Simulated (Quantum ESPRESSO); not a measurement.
pw.x input (Quantum ESPRESSO 7.5; PBEsol, PseudoDojo standard norm-conserving files, scalar-relativistic):

```
&CONTROL
  calculation = 'scf'
  pseudo_dir = './pseudo'
  outdir = './out'
  tprnfor = .true.
  tstress = .true.
/
&SYSTEM
  ibrav = 0
  nat = 2
  ntyp = 2
  ecutwfc = 46.0
  ecutrho = 184.0
  occupations = 'smearing'
  smearing = 'fd'
  degauss = 0.002
  nbnd = 12
/
&ELECTRONS
  conv_thr = 2e-10
/
ATOMIC_SPECIES
Br 79.9040 Br.upf
Rb 85.4678 Rb.upf
CELL_PARAMETERS angstrom
  0.000000000000   3.421605092000   3.421605092000
  3.421605092000   0.000000000000   3.421605092000
  3.421605092000   3.421605092000   0.000000000000
ATOMIC_POSITIONS crystal
Br   0.500000000000   0.500000000000   0.500000000000
Rb   0.000000000000   0.000000000000   0.000000000000
K_POINTS automatic
8 8 8 0 0 0
```

End of the output:

```
     total energy              =     -85.77629360 Ry
     estimated scf accuracy    <       0.00000012 Ry
     total energy              =     -85.77629363 Ry
     estimated scf accuracy    <          4.5E-09 Ry
     total energy              =     -85.77629363 Ry
     estimated scf accuracy    <          3.9E-10 Ry
[...]
     the Fermi energy is     2.9281 ev
!    total energy              =     -85.77629363 Ry
     estimated scf accuracy    <          2.3E-12 Ry
     smearing contrib. (-TS)   =       0.00000000 Ry
     internal energy E=F+TS    =     -85.77629363 Ry
     The total energy is F=E-TS. E is the sum of the following terms:
     one-electron contribution =     -19.37509685 Ry
     hartree contribution      =      14.67870007 Ry
     xc contribution           =     -24.37171957 Ry
     ewald contribution        =     -56.70817728 Ry
     convergence has been achieved in   9 iterations
     Forces acting on atoms (cartesian axes, Ry/au):
     atom    1 type  1   force =     0.00000000    0.00000000    0.00000000
     atom    2 type  2   force =     0.00000000    0.00000000    0.00000000
     Total force =     0.000000     Total SCF correction =     0.000000
     Computing stress (Cartesian axis) and pressure
          total   stress  (Ry/bohr**3)                   (kbar)     P=       -0.03
  -0.00000020   0.00000000  -0.00000000           -0.03        0.00       -0.00
   0.00000000  -0.00000020  -0.00000000            0.00       -0.03       -0.00
  -0.00000000  -0.00000000  -0.00000020           -0.00       -0.00       -0.03
```
In a gapped system the printed Fermi energy is only some level inside the gap.

Spin-orbit coupling is not included.

Geometry relaxed with PBEsol.
